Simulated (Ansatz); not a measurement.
TiAu4:
```cif
data_Au8Ti2
_chemical_formula_sum 'Ti2 Au8'
_space_group_name_H-M_alt 'I4/m'
_space_group_IT_number 87
_space_group_name_Hall '-I 4'
_cell_length_a 6.52907
_cell_length_b 6.52907
_cell_length_c 3.97652
_cell_angle_alpha 90.000
_cell_angle_beta 90.000
_cell_angle_gamma 90.000
loop_
_atom_site_label
_atom_site_type_symbol
_atom_site_symmetry_multiplicity
_atom_site_Wyckoff_symbol
_atom_site_fract_x
_atom_site_fract_y
_atom_site_fract_z
_atom_site_occupancy
Ti1 Ti 2 a 0.00000 0.00000 0.00000 1
Au1 Au 8 h 0.39452 0.20680 0.00000 1
```
(The calculation used a cell of 5 atoms; values per cell refer to that cell.)

This is the r²SCAN-relaxed structure.

### Question
All from plane-wave PAW r²SCAN (Ansatz code), unless another level is named. Give the density of states at the Fermi level.

### Answer
0.41 states/eV per atom (mean over ±0.08 eV).

### Question
What about the formation energy from the elements (no fitted shifts)?

### Answer
-0.30 eV/atom.

The workflow started from a Materials Project entry (that database holds measured and hypothetical structures alike); the Crystallography Open Database copy checked does not list it. With Ti and Au taken as one species the cell has the higher symmetry Fm-3m, so it may be an ordered model of a mixed-site phase. Its standing as an ambient phase is unchecked. The cell was relaxed with r²SCAN under the symmetry of its start; its stability against distortions is not shown here. No spin polarisation was allowed. The references are the lowest solids computed at this level, not always the standard phases. Spin–orbit coupling is left out wherever it is not named.

Potentials: the later of the program's two PAW sets.
